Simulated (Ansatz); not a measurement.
NaLaMnMoO6: changing the dispersion correction

The cell as given:

```cif
data_structure
_symmetry_space_group_name_H-M 'P1'
_symmetry_Int_Tables_number 1
_cell_length_a 5.1094
_cell_length_b 5.6943
_cell_length_c 5.9202
_cell_angle_alpha 117.980
_cell_angle_beta 98.888
_cell_angle_gamma 92.485
_cell_volume 148.95
loop_
_atom_site_label
_atom_site_type_symbol
_atom_site_symmetry_multiplicity
_atom_site_Wyckoff_symbol
_atom_site_fract_x
_atom_site_fract_y
_atom_site_fract_z
_atom_site_occupancy
Na1 Na 1 a 0.40776 0.38086 0.07519 1
La1 La 1 a 0.03690 0.66325 0.68598 1
Mn1 Mn 1 a 0.44271 0.04268 0.40638 1
Mo1 Mo 1 a 0.90251 0.96387 0.30442 1
O1 O 1 a 0.73627 0.69569 0.99417 1
O2 O 1 a 0.72288 0.91846 0.55299 1
O3 O 1 a 0.70112 0.27368 0.37292 1
O4 O 1 a 0.19224 0.75325 0.36660 1
O5 O 1 a 0.17926 0.03365 0.11672 1
O6 O 1 a 0.20034 0.27462 0.63197 1
```

The cell comes from a database or a generator and needn't be the stable form of this composition.

Kept alike: task relaxation of cell and atoms; functional PBE; k mesh 4 × 4 × 4; occupations fermi-dirac, width 0.05 eV; collinear spin, ferromagnetic start. Program: Ansatz, Ansatz PAW, cutoff 420 eV. The mesh is that of the run's cell of 10 atoms. No spin-orbit coupling.

| dispersion correction | band gap (eV) | volume (Å³/atom) | first edge of the run's cell (Å) | third edge of the run's cell (Å) |
| --- | --- | --- | --- | --- |
| D3(BJ) | 0.947 | 14.256 | 5.039 | 5.832 |
| D3(BJ)-ATM | 0.932 | 14.342 | 5.047 | 5.846 |
| D4 | 0.934 | 14.309 | 5.044 | 5.841 |

Gaps hold for each row's own relaxed cell. Relaxations stop with a little pressure left, so the last digits of a volume or edge aren't settled. Ansatz's relaxations hold a Pulay term in the stress (up to 0.5 GPa here). The runs hold the magnetic state that their start led to, which needn't be the lowest. A gap read on the mesh alone can miss an edge between its points.

Q: What does the dispersion correction change here?

A: The band gap runs from 0.932 (D3(BJ)-ATM) to 0.947 eV (D3(BJ)). The volume runs from 14.256 (D3(BJ)) to 14.342 Å³/atom (D3(BJ)-ATM). The first edge of the run's cell runs from 5.039 (D3(BJ)) to 5.047 Å (D3(BJ)-ATM). The third edge of the run's cell runs from 5.832 (D3(BJ)) to 5.846 Å (D3(BJ)-ATM).
